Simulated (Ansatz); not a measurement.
The cell below belongs to a search over invented structures; it isn't taken from experiment.

Input and command of a plane-wave DFT calculation in Ansatz:

```yaml
crystal:
  lattice:
    - [5.06737147, 0.0, 0.0]
    - [-2.53368574, 4.38847243, 0.0]
    - [0.0, 0.0, 4.26330134]
  atoms:
    - { symbol: Si, position: [0.5, 0.0, 0.0] }
    - { symbol: Si, position: [0.0, 0.5, 0.0] }
    - { symbol: Si, position: [0.5, 0.5, 0.0] }
    - { symbol: Si, position: [0.33333333, 0.66666667, 0.0] }
    - { symbol: Si, position: [0.66666667, 0.33333333, 0.0] }
    - { symbol: Mo, position: [0.0, 0.0, 0.5] }
basis:
  ecutwfc: 420
kpoints:
  mp_grid: { grid: [6, 6, 4] }
hamiltonian:
  xc: pbe
scf:
  occupations: { method: gaussian, width: 0.1 }
  lower_state_search: "off"
output:
  forces: true
  stress: true
  eigenvalues: true
relax:
  adjacent_minimum: "off"
  f_tol: 0.04
  max_steps: 70
  cell: { stress_tol: 0.4 }
```

```bash
ansatz run input.yaml --threads 1 --pin off --max-ram 2560MiB --backend cpu --events-out ev --progress --plain --runs-dir out
```

Processor: Intel(R) Xeon(R) Processor @ 2.70GHz, 1 thread, on a host shared with other jobs.

Question: Estimate time, memory and problem size.

Answer: About 100 s, peak memory 0.44 GiB. It solves 23 bands at 21 k points (after reduction by symmetry) with about 2695 plane waves (on the last cell), in 190 SCF iterations over 25 ionic steps.
